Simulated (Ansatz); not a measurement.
Relaxed Al₂Au (fluorite type, space group Fm-3m):

```xyz
6
Lattice="0.0000 5.9566 5.9566 2.9783 0.0000 2.9783 2.9783 2.9783 0.0000" Properties=species:S:1:pos:R:3 pbc="T T T"
Al     1.4892     1.4892     1.4892
Al     1.4892     4.4675     4.4675
Al     4.4675     4.4675     4.4675
Al     4.4675     7.4458     7.4458
Au     0.0000     0.0000     0.0000
Au     2.9783     5.9566     2.9783
```

A phonon eigenvector at L = (0.5, 0.0, 0.0) is frozen into this cell: atom i moves by Q times the vector below, so Q is the largest atomic displacement, in Å. The cell is held. (q is in reciprocal vectors of the primitive cell; the cell shown is doubled to hold the pattern.)

| atom | x | y | z |
|---|---|---|---|
| Al1 | -0.145 | 0.145 | 0.145 |
| Al2 | 0.145 | -0.145 | -0.145 |
| Al3 | 0.145 | -0.145 | -0.145 |
| Al4 | -0.145 | 0.145 | 0.145 |
| Au5 | 0.577 | -0.577 | -0.577 |
| Au6 | -0.577 | 0.577 | 0.577 |

Calculation: LDA (plane waves to 420 eV, PAW, scalar-relativistic; Ansatz, a quantum-chemistry and plane-wave program). k mesh 7×14×14 (Γ-centred), Fermi-Dirac smearing 0.05 eV. The energy includes the smearing's −TS. With partly filled bands, energies and forces of such displacements shift with the k mesh and the smearing. Al2Au was relaxed with its symmetry unable to fall. Spin-orbit coupling is left out, though Au is heavy. The zero of ΔE is the undisplaced structure. The last digit holds for this mesh only.

| Q (Å) | ΔE (meV/cell) |
|---|---|
| -0.2800 | withheld |
| -0.2333 | 612.8 |
| -0.1867 | 394.8 |
| -0.1400 | 223.2 |
| -0.0933 | 99.6 |
| -0.0467 | 25.0 |
| 0.0000 | 0.0 |
| 0.0467 | 25.0 |
| 0.0933 | 99.6 |
| 0.1400 | 223.2 |
| 0.1867 | 394.8 |
| 0.2333 | 612.8 |
| 0.2800 | withheld |

Fit an even polynomial form (powers 2, 4) to the given rows and predict ΔE at Q = -0.2800.

Least squares on the 11 given rows: ΔE = (11460)·Q² + (-3673)·Q⁴, in meV/cell with Q in Å; root-mean-square residual 0.10 meV/cell. At -0.2800 the fit gives 875.9 meV/cell; the calculation gives 875.6 meV/cell, so the extrapolation is off by 0.3 (+0.0 %). The quadratic term alone would give 898.5 meV/cell.

(For displaced atoms, the force is minus the slope of the energy, and its curvature is a force constant, which sets phonon frequencies.)
